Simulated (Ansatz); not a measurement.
Relaxed-ion elastic tensor of BAs (zinc blende, F-43m) in GPa (Voigt order), r²SCAN (plane waves, PAW; program Ansatz); density 5.21 g/cm³, 13.67 Å³ per atom.

```
 290  66.8  66.8   0.0   0.0   0.0
66.8   290  66.8   0.0   0.0   0.0
66.8  66.8   290   0.0   0.0   0.0
 0.0   0.0   0.0   158   0.0   0.0
 0.0   0.0   0.0   0.0   158   0.0
 0.0   0.0   0.0   0.0   0.0   158
```

Is the crystal mechanically stable?

Yes: the smallest eigenvalue of C is 158 GPa.

Work out the Voigt, Reuss and Hill averages.

K_V = 141, K_R = 141, K_H = 141; G_V = 139, G_R = 135, G_H = 137 GPa.

Give Young's modulus, Poisson's ratio, Pugh's ratio and the universal anisotropy index.

E = 9KG/(3K + G) = 311 GPa; ν = 0.13; K/G = 1.03 (brittle by the Pugh limit of 1.75); A_U = 5G_V/G_R + K_V/K_R − 6 = 0.15.

Estimate the sound speeds and the Debye temperature.

v_l = √((K + 4G/3)/ρ) = 7890 m/s, v_t = √(G/ρ) = 5140 m/s, mean 5630 m/s; Θ = (h/k)(3n/4πV)^(1/3) v_m = 701 K.

Give the Zener ratio and Young's modulus along [100], [110] and [111].

A = 2C44/(C11 − C12) = 1.41; 1/E = S11 − 2(S11 − S12 − S44/2)Γ with Γ = 0, 1/4, 1/3 gives 265, 321, 345 GPa.

Symmetry was held in the r²SCAN relaxation; phonons on a q-mesh show no instability.

Potentials: the earlier of the program's two PAW sets.
